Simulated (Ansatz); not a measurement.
input.yaml (Ansatz)

```yaml
crystal:
  lattice:
    - [1.383, -4.0265, 0.0]
    - [1.383, 4.0265, 0.0]
    - [-0.11745, 0.0, 3.32993]
  atoms:
    - { symbol: Ga, position: [0.869, 0.131, 0.25] }
    - { symbol: Ga, position: [0.131, 0.869, 0.75] }
hamiltonian:
  xc: r2scan
  pseudopotentials:
    kind: paw
    azcp:
      Ga: "pseudopotentials/Ga.paw.azcp"
basis:
  ecutwfc: 500
  fft_grid_basis: typed
kpoints:
  mp_grid: { grid: [12, 12, 10], shift: [0, 0, 0] }
magnetization:
  spin_polarized: false
scf:
  occupations: { method: fermi_dirac, width: 0.1 }
relax:
  max_steps: 60
  f_tol: 0.01
  cell: {}
```

Output

```
Engine: ansatz 0.2.0, x86_64-unknown-linux-gnu
Pseudopotentials: kind: paw
Pseudopotential: Ga, paw, valence charge 13, recommended cutoff 500 eV (meta_gga) 
Functional definition: r2SCAN
  parameter k0 = 0.174
  parameter k1 = 0.065
  parameter a1 = 4.9479
  exchange = r2scan_x(k0 = k0, k1 = k1, a1 = a1)
  correlation = r2scan_c
Crystal: 2 atoms, lattice volume = 37.086 Å³
Basis set: ecut = 500 eV, 923 PW (Γ), exchange–correlation on 128×128×100 points (64 copies of the dense FFT grid, shifted against one another)
Bands: 17, of which v1, the nominal top of the filled ones, is band 13 counted from 1 (12 counted from 0)
Symmetry: 4 space group operations
Space group: C2/c (ITA 15), of the structure as read, at distance tolerance 3.3e-5 Å
k-points: 398 of 1440
Non-local potential: Ga, projectors of the file, l = 0: 2, l = 1: 2, l = 2: 3, l = 3: 1
PAW form: soft (Blöchl's): semilocal exchange-correlation on the pseudo side does not see the compensation charge
PAW frozen core: Ga, regenerated for the run's functional (the file was generated under x = pbe(κ = 0.804, μ = 0.2195149727645171), c = pbe(β = 0.06672455060314922))
PAW one-centre angular grid: Ga, 590 points (default); XC on 160 Gauss nodes
Initial density: superposition of atomic densities (neutral atoms: chi_scale 0, normalization atom), corrected by the library's trained network
Initial wavefunctions: pseudopotential atomic-orbital guess
Functional: x = r2scan, c = r2scan; τ floored in thin density (d = 2e-4 eV/Å³)
SCF iter   1: F=—  HF=-7580.358625 eV  |F-HF|=—  |Δ(HF+E_count)|=         —  Δρ=1.11e-2  dr2=1.89e-2  dr2_τ=1.38e-3  ethr=1.77e-3  ⟨swp⟩=5.0  Hψ=31792  notcnv=0
SCF iter   2: F=—  HF=-7580.375031 eV  |F-HF|=—  |Δ(HF+E_count)|=   1.64e-2  Δρ=3.15e-3  dr2=2.29e-3  dr2_τ=5.64e-5  ethr=7.27e-5  ⟨swp⟩=2.0  Hψ=16706  notcnv=0  defer=10
SCF iter   3: F=—  HF=-7580.375104 eV  |F-HF|=—  |Δ(HF+E_count)|=   7.27e-5  Δρ=2.59e-3  dr2=1.52e-3  dr2_τ=6.00e-6  ethr=8.79e-6  ⟨swp⟩=2.0  Hψ=10736  notcnv=0  defer=10
SCF iter   4: F=—  HF=-7580.375165 eV  |F-HF|=—  |Δ(HF+E_count)|=   6.08e-5  Δρ=9.32e-4  dr2=2.50e-4  dr2_τ=1.04e-6  ethr=5.83e-6  ⟨swp⟩=2.1  Hψ=7678  notcnv=0  defer=10
SCF iter   5: F=—  HF=-7580.375213 eV  |F-HF|=—  |Δ(HF+E_count)|=   4.80e-5  Δρ=2.58e-4  dr2=1.98e-5  dr2_τ=5.69e-8  ethr=9.63e-7  ⟨swp⟩=2.1  Hψ=8358  notcnv=0  defer=10
SCF iter   6: F=—  HF=-7580.375217 eV  |F-HF|=—  |Δ(HF+E_count)|=   4.36e-6  Δρ=3.02e-5  dr2=3.06e-7  dr2_τ=1.44e-9  ethr=7.63e-8  ⟨swp⟩=2.9  Hψ=11836  notcnv=0  defer=10
SCF iter   7: F=-7580.375217 eV  HF=-7580.375217 eV  |F-HF|=5.56e-9  |Δ(HF+E_count)|=   2.02e-7  Δρ=4.40e-6  dr2=6.25e-9  dr2_τ=1.79e-10  ethr=3.85e-10  ⟨swp⟩=4.2  Hψ=24153  notcnv=0
...
iter 1 solved again at ethr=5.15e-8 eV; its pass at ethr=3.10e-3 eV (dr2=1.34e-5 eV) is discarded
SCF iter   1: F=—  HF=-7580.385979 eV  |F-HF|=—  |Δ(HF+E_count)|=         —  Δρ=6.63e-5  dr2=2.34e-7  dr2_τ=3.73e-7  ethr=5.15e-8  ⟨swp⟩=2.7  Hψ=47084  notcnv=0
SCF iter   2: F=—  HF=-7580.385988 eV  |F-HF|=—  |Δ(HF+E_count)|=   8.30e-6  Δρ=4.25e-5  dr2=1.84e-7  dr2_τ=3.29e-8  ethr=9.01e-10  ⟨swp⟩=2.0  Hψ=11962  notcnv=0
SCF iter   3: F=—  HF=-7580.385990 eV  |F-HF|=—  |Δ(HF+E_count)|=   2.79e-6  Δρ=9.79e-6  dr2=1.04e-8  dr2_τ=2.14e-9  ethr=7.06e-10  ⟨swp⟩=2.3  Hψ=11828  notcnv=0
SCF iter   4: F=—  HF=-7580.385991 eV  |F-HF|=—  |Δ(HF+E_count)|=   1.27e-7  Δρ=2.30e-6  dr2=1.30e-9  dr2_τ=7.55e-11  ethr=4.00e-11  ⟨swp⟩=2.0  Hψ=11955  notcnv=0
SCF iter   5: F=—  HF=-7580.385991 eV  |F-HF|=—  |Δ(HF+E_count)|=   8.64e-9  Δρ=1.05e-6  dr2=1.67e-10  dr2_τ=2.07e-12  ethr=4.99e-12  ⟨swp⟩=2.0  Hψ=11955  notcnv=0
SCF iter   6: F=—  HF=-7580.385991 eV  |F-HF|=—  |Δ(HF+E_count)|=  1.14e-10  Δρ=2.36e-7  dr2=2.52e-11  dr2_τ=3.52e-13  ethr=1.00e-12  ⟨swp⟩=2.5  Hψ=9644  notcnv=0
SCF iter   7: F=-7580.385991 eV  HF=-7580.385991 eV  |F-HF|=9.09e-13  |Δ(HF+E_count)|=  3.55e-11  Δρ=6.72e-8  dr2=2.43e-12  dr2_τ=1.10e-14  ethr=1.00e-12  ⟨swp⟩=5.0  Hψ=28247  notcnv=0
SCF 10 converged in 7 iterations: F = -7580.385991 eV  dr2 = 2.43e-12
relax step  10: F+E_penalty+E_count = -7580.38599063 eV  Δ(F+E_penalty+E_count) = +3.066e-4 eV  max|allowed force component| = 5.078e-4 eV/Å  Δτ_max = 0.0000 Å  P = -0.001 GPa  Ω = 36.167 Å³  stress off target by 1.54e-2 GPa  SCF on the basis re-selected at this cell (its energy is not comparable with the rows above)  (7 SCF iters)
basis re-selected at this cell: Δ(F+E_penalty+E_count) = +3.066e-4 eV, ΔP = -0.009 GPa vs the last step (what re-selecting the basis moved, of the pressure what is left beyond the Pulay correction that the steps carried, after the strain that the cell walked since its last selection, with what the two solves' SCF thresholds leave and, on support functions, any second-order correction that the steps lacked; it is no measure of the basis error at this ecutwfc). This SCF's stress stands 1.54e-2 GPa from its target on what of the cell is left free (relax.cell.stress_tol is 5.00e-2 GPa) and its largest allowed force component is 5.08e-4 eV/Å (relax.f_tol is 1.00e-2 eV/Å): within both
SCF converged after 7 iterations
Free energy (F): -7580.385991 eV
Harris-Foulkes:  -7580.385991 eV  (|F-HF|=9.09e-13)
Internal energy: -7580.366950 eV  (E = F + TS)
E sigma→0 (E₀):  -7580.376470 eV
Entropy (-TS):   -0.019041 eV (-9.521 meV/atom)
Fermi energy:    10.183956 eV
--- Per-component energies (eV) ---
  E_band       = -74.468322
  E_kinetic    = 229.478800
  E_local      = -3558.902307  (includes V_loc(G=0)·N_el)
  E_nonlocal   = 849.061955
  E_hartree    = 1679.417994
  E_xc         = -125.247902
  E_vxc        = -120.087681  (∫ρ·V_xc dr)
  E_paw        = -4001.738709  (= ΣΔE_a)
  E_vpaw       = -839.484001  (= ΣTr[D̂ρ^β])
  E_aug_tail   = -0.000083  (compensation charges beyond the density's cutoff)
  E_vtau       = 6.628976  (kinetic-family band-sum trace: ∫τ·v_τ [+ j·A + Jᵃ·Aᵃ] dr)
  E_ewald      = -2651.130557
  E_core_change = -1.306140  (= ΣΔE_core)
  E_smearing   = -0.019041  (= −TS)
  E_closure    = 0.000000  (closes the sum)
  Σ components = -7580.385991   (vs F -7580.385991, Δ=0.00e0)
--- Forces (eV/Å), atoms counted from 1 ---
  atom   1  Ga     0.00000000     0.00050779     0.00000000
  atom   2  Ga     0.00000000    -0.00050779     0.00000000
  max |Σ_I F_I| component: 0.00e0 eV/Å
--- Stress (GPa, compression-positive) ---
       -0.008102       0.000000       0.010161
        0.000000       0.006802       0.000000
        0.010161       0.000000      -0.001328
  P = ⅓ Tr σ = -0.0009 GPa (-0.009 kbar)
--- Relaxed structure (9 steps of the walk, 8 accepted, 1 SCFs on fresh bases) ---
  F+E_penalty+E_count = -7580.38599063 eV   max|allowed force component| = 5.078e-4 eV/Å   (the final SCF, on the basis selected at the relaxed cell)
  cell:  # Å, volume = 36.1672 Å³
    - [1.3531624981654815, -4.044221031608274, 0.023295638751327046]
    - [1.3531624981654815, 4.044221031608274, 0.023295638751327046]
    - [-0.058825805540368266, 0.0, 3.303445842794182]
  atoms:
    - { symbol: Ga, position: [0.8670759709525035, 0.13292402904749645, 0.24999999999999997] }
    - { symbol: Ga, position: [0.13292402904749645, 0.8670759709525035, 0.75] }
```

Command:

```sh
ansatz run input.yaml --threads 1 --pin off --max-ram 3584MiB --backend cpu --events-out ev --progress --plain --runs-dir out
```

On 1 thread of Intel(R) Xeon(R) Platinum 8259CL CPU @ 2.50GHz (Skylake/Cascade Lake) (shared host) this took about 380 s of wall time and 380 s of CPU time.
